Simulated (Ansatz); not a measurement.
Relaxed-ion elastic tensor of Cu (fcc (Cu type), Fm-3m) in GPa (Voigt order), LDA (plane waves, PAW; program Ansatz); density 9.69 g/cm³, 10.89 Å³ per atom.

```tsv
	1	2	3	4	5	6
1	233	167	167	0.0	0.0	0.0
2	167	233	167	0.0	0.0	0.0
3	167	167	233	0.0	0.0	0.0
4	0.0	0.0	0.0	99.3	0.0	0.0
5	0.0	0.0	0.0	0.0	99.3	0.0
6	0.0	0.0	0.0	0.0	0.0	99.3
```

Question: Is the crystal mechanically stable?

Answer: Yes: the smallest eigenvalue of C is 66.4 GPa.

Question: Work out the Voigt, Reuss and Hill averages.

Answer: K_V = 189, K_R = 189, K_H = 189; G_V = 72.8, G_R = 55.3, G_H = 64.1 GPa.

Question: Give Young's modulus, Poisson's ratio, Pugh's ratio and the universal anisotropy index.

Answer: E = 9KG/(3K + G) = 173 GPa; ν = 0.35; K/G = 2.95 (ductile by the Pugh limit of 1.75); A_U = 5G_V/G_R + K_V/K_R − 6 = 1.59.

Question: Estimate the sound speeds and the Debye temperature.

Answer: v_l = √((K + 4G/3)/ρ) = 5320 m/s, v_t = √(G/ρ) = 2570 m/s, mean 2890 m/s; Θ = (h/k)(3n/4πV)^(1/3) v_m = 388 K.

Question: Give the Zener ratio and Young's modulus along [100], [110] and [111].

Answer: A = 2C44/(C11 − C12) = 2.99; 1/E = S11 − 2(S11 − S12 − S44/2)Γ with Γ = 0, 1/4, 1/3 gives 94.1, 178, 253 GPa.

Question: Solve the Christoffel equation for the three sound speeds along [100], [110], [111].

Answer: Eigenvalues of C_ijkl n_j n_l equal ρv². In km/s, slowest first: [100] 3.20, 3.20, 4.90; [110] 1.85, 3.20, 5.56; [111] 2.39, 2.39, 5.76.

Symmetry was held in the LDA relaxation. The run is not spin-polarised. As this level gives no gap, shear constants depend on the k-mesh and smearing (Fermi–Dirac, 0.1 eV here).

Potentials: the later of the program's two PAW sets.
